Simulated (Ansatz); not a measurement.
Rb2InAgF6:
```xyz
10
Lattice="0.0000 4.3561 4.3561 4.3561 0.0000 4.3561 4.3561 4.3561 0.0000" Properties=species:S:1:pos:R:3 pbc="T T T"
Rb     2.1781     2.1781     2.1781
Rb     6.5342     6.5342     6.5342
In     0.0000     0.0000     0.0000
Ag     4.3561     4.3561     4.3561
F      4.3561     4.3561     2.0528
F      4.3561     4.3561     6.6594
F      2.0528     4.3561     4.3561
F      6.6594     4.3561     4.3561
F      4.3561     2.0528     4.3561
F      4.3561     6.6594     4.3561
```

Relaxed with LDA. Special points in fractions of this cell's reciprocal vectors: Γ (0.000, 0.000, 0.000); X (0.500, 0.000, 0.500); U (0.625, 0.250, 0.625); K (0.375, 0.375, 0.750); L (0.500, 0.500, 0.500); W (0.500, 0.250, 0.750).

Problem. List the band energies nearest the valence-band maximum at these points for DFT-LDA in the program Ansatz with PAW potentials.

Solution. In eV from the valence-band maximum; about four levels below and three above (degenerate sets whole), none deeper than 8.9 eV; points with the same levels are listed once.

| k | below | above |
|---|---|---|
| Γ | -1.27 -1.27 -1.27 0.00 0.00 | 1.34 5.65 5.65 5.65 |
| X | -1.17 -1.17 -0.84 0.00 | 4.04 5.10 5.22 |
| U | -1.19 -1.18 -0.66 -0.17 | 4.15 4.60 5.54 |
| L | -1.24 -1.24 -0.35 -0.35 | 3.46 3.89 6.96 6.96 |
| W | -1.23 -1.23 -1.17 -0.60 -0.24 | 4.26 4.65 5.86 5.86 |

Space group Fm-3m. The workflow started from a Materials Project entry (that database holds measured and hypothetical structures alike); the Crystallography Open Database copy checked does not list it. Its standing as an ambient phase is unchecked. Symmetry was held in the LDA relaxation. At this level the phase is dynamically unstable (imaginary phonons). The run is not spin-polarised. Scalar-relativistic: spin–orbit coupling is off unless named, which matters more the heavier the elements.

Potentials: the later of the program's two PAW sets.
